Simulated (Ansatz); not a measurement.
Ansatz (a first-principles code) input:

Ansatz 0.2 input:
```yaml
crystal:
  lattice:
    - [0.0, 3.8623109536, 3.8623109536]
    - [3.8623109536, 0.0, 3.8623109536]
    - [3.8623109536, 3.8623109536, 0.0]
  atoms:
    - { symbol: La, position: [0.5, 0.5, 0.5] }
    - { symbol: La, position: [0.75, 0.75, 0.75] }
    - { symbol: Os, position: [0.125, 0.125, 0.125] }
    - { symbol: Os, position: [0.625, 0.125, 0.125] }
    - { symbol: Os, position: [0.125, 0.125, 0.625] }
    - { symbol: Os, position: [0.125, 0.625, 0.125] }
kpoints:
  mp_grid: { grid: [7, 7, 7] }
  band_path:
    path:
      - [[0.0, 0.0, 0.0], [0.5, 0.0, 0.5], [0.625, 0.25, 0.625]]  # Γ-X-U
      - [[0.375, 0.375, 0.75], [0.0, 0.0, 0.0], [0.5, 0.5, 0.5], [0.5, 0.25, 0.75], [0.5, 0.0, 0.5]]  # K-Γ-L-W-X
    npoints: 12
hamiltonian:
  xc: r2scan
  pseudopotentials: { kind: paw }
magnetization: { noncollinear: true, spin_orbit: true }
scf:
  n_extra_bands: 12
  convergence: { dr2_threshold: 0.0000000001 }
  occupations: { method: gaussian, width: 0.05 }
output: { eigenvalues: true }
```

Output (shortened):

```
Pseudopotential: La, paw_fr, valence charge 11
Pseudopotential: Os, paw_fr, valence charge 16
Functional definition: r2SCAN
non-collinear run that drives no moment, with spin-orbit …
Crystal: 6 atoms, lattice volume = 115.232 Å³
Basis set: ecut = 500 eV, 2891 PW (Γ), exchange–correlation on 160×160×160 points (64 copies of the dense FFT grid, shifted against one another)
Bands: 98, of which v1, the nominal top of the filled ones, is band 86 counted from 1 (85 counted from 0)
Symmetry: 48 space group operations + 48 with time reversal
k-points: 20 of 343
Projection manifold: j_resolved (fully-relativistic pseudo-atomic orbitals)
SCF iter   1: F=—  HF=-58000.200475 eV  |F-HF|=—  |Δ(HF+E_count)|=         —  Δρ=1.33e-1  dr2=5.63e1  dr2_τ=5.62e-1  dr2_m=0.00e0 (ungated)  ethr=3.10e-3  |M|=0.00e0 ∫|m|=0.00e0 μB  |m|>n=0.0e0 m-floor=0.0e0 τ_xc=0.0e0  β_m=0.30  ⟨swp⟩=6.2  Hψ=4553  notcnv=0
preconditioner: auto → Kerker (q_TF=auto, 2.598 Å⁻¹)
spin=Noncollinear: Kerker preconditioning applied to the charge; magnetization (m_x, m_y, m_z) channels mix plain (no charge-response kernel on spin).
SCF iter   2: F=—  HF=-57993.838862 eV  |F-HF|=—  |Δ(HF+E_count)|=    6.36e0  Δρ=4.89e-2  dr2=6.08e0  dr2_τ=2.63e-1  dr2_m=0.00e0 (ungated)  ethr=3.10e-3  |M|=0.00e0 ∫|m|=0.00e0 μB  |m|>n=0.0e0 m-floor=0.0e0 τ_xc=0.0e0  β_m=0.36  ⟨swp⟩=6.4  Hψ=3145  notcnv=0  defer=80
SCF iter   3: F=—  HF=-57993.641939 eV  |F-HF|=—  |Δ(HF+E_count)|=   1.97e-1  Δρ=2.13e-2  dr2=9.14e-1  dr2_τ=9.39e-3  dr2_m=0.00e0 (ungated)  ethr=3.10e-3  |M|=0.00e0 ∫|m|=0.00e0 μB  |m|>n=0.0e0 m-floor=0.0e0 τ_xc=0.0e0  β_m=0.52  ⟨swp⟩=4.3  Hψ=1666  notcnv=0  defer=90
SCF iter   4: F=—  HF=-57993.577584 eV  |F-HF|=—  |Δ(HF+E_count)|=   6.44e-2  Δρ=8.17e-3  dr2=7.45e-2  dr2_τ=1.66e-3  dr2_m=0.00e0 (ungated)  ethr=1.06e-3  |M|=0.00e0 ∫|m|=0.00e0 μB  |m|>n=0.0e0 m-floor=0.0e0 τ_xc=0.0e0  β_m=0.74  ⟨swp⟩=4.8  Hψ=1698  notcnv=0  defer=96
SCF iter   5: F=—  HF=-57993.568567 eV  |F-HF|=—  |Δ(HF+E_count)|=   9.02e-3  Δρ=1.27e-3  dr2=1.54e-3  dr2_τ=4.18e-5  dr2_m=0.00e0 (ungated)  ethr=8.67e-5  |M|=0.00e0 ∫|m|=0.00e0 μB  |m|>n=0.0e0 m-floor=0.0e0 τ_xc=0.0e0  β_m=0.86  ⟨swp⟩=3.1  Hψ=1561  notcnv=0  defer=100
SCF iter   6: F=—  HF=-57993.568829 eV  |F-HF|=—  |Δ(HF+E_count)|=   2.62e-4  Δρ=3.35e-4  dr2=8.26e-5  dr2_τ=2.59e-6  dr2_m=0.00e0 (ungated)  ethr=1.79e-6  |M|=0.00e0 ∫|m|=0.00e0 μB  |m|>n=0.0e0 m-floor=0.0e0 τ_xc=0.0e0  β_m=0.93  ⟨swp⟩=2.4  Hψ=1514  notcnv=0  defer=100
SCF iter   7: F=—  HF=-57993.568880 eV  |F-HF|=—  |Δ(HF+E_count)|=   5.12e-5  Δρ=6.00e-5  dr2=3.00e-6  dr2_τ=7.19e-8  dr2_m=0.00e0 (ungated)  ethr=9.61e-8  |M|=0.00e0 ∫|m|=0.00e0 μB  |m|>n=0.0e0 m-floor=0.0e0 τ_xc=0.0e0  β_m=0.97  ⟨swp⟩=2.0  Hψ=1702  notcnv=0  defer=100
SCF iter   8: F=—  HF=-57993.569010 eV  |F-HF|=—  |Δ(HF+E_count)|=   1.30e-4  Δρ=1.32e-5  dr2=1.66e-7  dr2_τ=5.48e-9  dr2_m=0.00e0 (ungated)  ethr=3.48e-9  |M|=0.00e0 ∫|m|=0.00e0 μB  |m|>n=0.0e0 m-floor=0.0e0 τ_xc=0.0e0  β_m=0.98  ⟨swp⟩=2.2  Hψ=1723  notcnv=0  defer=100
SCF iter  11: F=-57993.569011 eV  HF=-57993.569011 eV  |F-HF|=0.00e0  |Δ(HF+E_count)|=  3.57e-10  Δρ=2.00e-7  dr2=7.11e-11  dr2_τ=3.26e-13  dr2_m=0.00e0 (ungated)  ethr=1.00e-12  |M|=0.00e0 ∫|m|=0.00e0 μB  |m|>n=0.0e0 m-floor=0.0e0 τ_xc=0.0e0  ⟨swp⟩=17.5  Hψ=5358  notcnv=0
SCF 1 converged in 11 iterations: F = -57993.569011 eV  dr2 = 7.11e-11
NSCF: frozen V_eff on 74 k-points
SCF converged after 11 iterations
Magnetization: |M| = 0.0000 μB,  M = (+0.0000, +0.0000, +0.0000) μB
Absolute magnetization: 0.0000 μB (∫|m|)
  site 0: m = (+0.0000, +0.0000, +0.0000) μB, |m| = 0.0000 μB  (R = 1.32 Å)
  site 1: m = (+0.0000, +0.0000, +0.0000) μB, |m| = 0.0000 μB  (R = 1.32 Å)
  site 2: m = (+0.0000, +0.0000, +0.0000) μB, |m| = 0.0000 μB  (R = 1.13 Å)
  site 3: m = (+0.0000, +0.0000, +0.0000) μB, |m| = 0.0000 μB  (R = 1.13 Å)
  site 4: m = (+0.0000, +0.0000, +0.0000) μB, |m| = 0.0000 μB  (R = 1.13 Å)
  site 5: m = (+0.0000, +0.0000, +0.0000) μB, |m| = 0.0000 μB  (R = 1.13 Å)
Free energy (F): -57993.569011 eV
Harris-Foulkes:  -57993.569011 eV  (|F-HF|=0.00e0)
Internal energy: -57993.558388 eV  (E = F + TS)
E sigma→0 (E₀):  -57993.563700 eV
Entropy (-TS):   -0.010622 eV (-1.770 meV/atom)
Fermi energy:    19.252298 eV
--- Per-component energies (eV) ---
  E_band       = -611.127905
  E_kinetic    = 2641.956112
  E_local      = -5426.793655  (includes V_loc(G=0)·N_el)
  E_nonlocal   = 152.139884
  E_hartree    = 2244.831902
  E_xc         = -1276.789271
  E_vxc        = -1579.418635  (∫ρ·V_xc dr)
  E_paw        = -46879.870002  (= ΣΔE_a)
  E_vpaw       = -979.129826  (= ΣTr[D̂ρ^β])
  E_aug_tail   = -0.000513  (compensation charges beyond the density's cutoff)
  E_vtau       = 90.455193  (kinetic-family band-sum trace: ∫τ·v_τ [+ j·A + Jᵃ·Aᵃ] dr)
  E_ewald      = -9447.559401
  E_core_change = -1.473443  (= ΣΔE_core)
  E_smearing   = -0.010622  (= −TS)
  E_closure    = 0.000000  (closes the sum)
  Σ components = -57993.569011   (vs F -57993.569011, Δ=0.00e0)
  [band-id]    e_kinetic+e_local+e_nonlocal+2·e_hartree+e_vxc+e_vpaw+e_augmentation_tail+e_vtau = -611.127637   (vs E_band -611.127905, Δ=2.68e-4)
--- Band table (eV; the first three rows and the last of 20) ---
  k-point 0: bands = ["-68.2570", "-68.2570", "-68.1887", "-68.1887", "-68.1887", "-68.1887", "-68.1887", "-68.1887", "-35.9998", "-35.9998", "-35.9890", "-35.9890", "-35.9890", "-35.9890", "-35.8141", "-35.8141", "-24.3732", "-24.3732", "-24.1356", …
  k-point 1: bands = ["-68.2545", "-68.2545", "-68.1912", "-68.1912", "-68.1887", "-68.1887", "-68.1887", "-68.1887", "-35.9978", "-35.9978", "-35.9889", "-35.9889", "-35.9840", "-35.9840", "-35.8206", "-35.8206", "-24.3561", "-24.3561", "-24.1282", …
  k-point 2: bands = ["-68.2480", "-68.2480", "-68.1978", "-68.1978", "-68.1887", "-68.1887", "-68.1887", "-68.1887", "-35.9960", "-35.9960", "-35.9887", "-35.9887", "-35.9677", "-35.9677", "-35.8374", "-35.8374", "-24.3190", "-24.3190", "-24.1049", …
  k-point 19: bands = ["-68.2276", "-68.2276", "-68.2182", "-68.2182", "-68.1887", "-68.1887", "-68.1887", "-68.1887", "-35.9928", "-35.9928", "-35.9896", "-35.9896", "-35.9149", "-35.9149", "-35.8903", "-35.8903", "-24.2324", "-24.2324", "-24.0838", …
```

Cost: around 7 core-minutes (rough) on shared cores.

Space group Fd-3m (cubic Laves (MgCu2 type)). The workflow started from an entry of the Crystallography Open Database (COD). Its standing as an ambient phase is unchecked. The cell was relaxed with r²SCAN under the symmetry of its start; whether a distortion lowers the energy is not shown. No spin polarisation was allowed.

Potentials: the later of the program's two PAW sets.

Ansatz is a plane-wave DFT program.
